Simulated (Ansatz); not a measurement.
**⁶⁹Ga NMR of the central transition in Ga2O3**

Cell: a Materials Project structure (computed, not necessarily an observed phase).

```cif
data_Ga2O3
_symmetry_space_group_name_H-M 'R-3c:H'
_symmetry_Int_Tables_number 167
_cell_length_a 4.9974
_cell_length_b 4.9974
_cell_length_c 13.4506
_cell_angle_alpha 90.000
_cell_angle_beta 90.000
_cell_angle_gamma 120.000
loop_
_atom_site_label
_atom_site_type_symbol
_atom_site_symmetry_multiplicity
_atom_site_Wyckoff_symbol
_atom_site_fract_x
_atom_site_fract_y
_atom_site_fract_z
Ga Ga 12 c 0.0000 0.0000 0.3556
O O 18 e 0.3333 0.3635 0.9167
```

One atom of each set is listed; the run and its k-mesh use a cell of 10 atoms with edges of 5.33, 5.33, 5.33 Å.

The numbers come from a DFT calculation in Ansatz (r2SCAN, plane waves and PAW, scalar-relativistic, 500 eV cutoff, Γ-centred 7×7×7 k-points, Fermi–Dirac smearing 0.01 eV).

⁶⁹Ga has I = 3/2 and Q = 171.0 mb (Pyykkö 2018); at 9.4 T its Larmor frequency is ν₀ = 96.3 MHz. Only the quadrupole interaction is simulated: positions count from each site's isotropic chemical shift, and shift anisotropy, dipolar and J coupling are left out.

(1) Simulate the second-order pattern (static powder, Gaussian broadening 7 kHz) of site Ga (6 O at 1.93–2.08 Å).

## Answers

(1) The calculation gives C_Q = 10.9 MHz and η = 0.00, so ν_Q = 5.46 MHz and the centre of gravity lies at -322 ppm (-31.0 kHz).

offset (kHz), height and a bar:
```
   -112.4          2 
   -104.6         82 ########################
    -96.7        100 ##############################
    -88.9         63 ###################
    -81.1         51 ###############
    -73.3         44 #############
    -65.5         40 ############
    -57.7         38 ###########
    -49.9         36 ##########
    -42.1         35 ##########
    -34.3         33 ##########
    -26.5         33 ##########
    -18.7         32 #########
    -10.9         32 #########
     -3.1         31 #########
      4.7         26 #######
     12.5         27 ########
     20.3         29 ########
     28.1         31 #########
     35.9         36 ##########
     43.7         44 #############
     51.5         71 #####################
     59.3         58 #################
     67.1          2
```

An axis of threefold or higher order runs through Ga, so V_zz lies along it and η is zero.

The run took 39 s of wall time (39 s of CPU time) and 0.74 GiB at its peak, on 1 thread of Arm Neoverse V2 (aarch64; 8 cores open to the job, memory cap 3.0 GiB, no GPU), a shared host with a load of 0.3 a core.
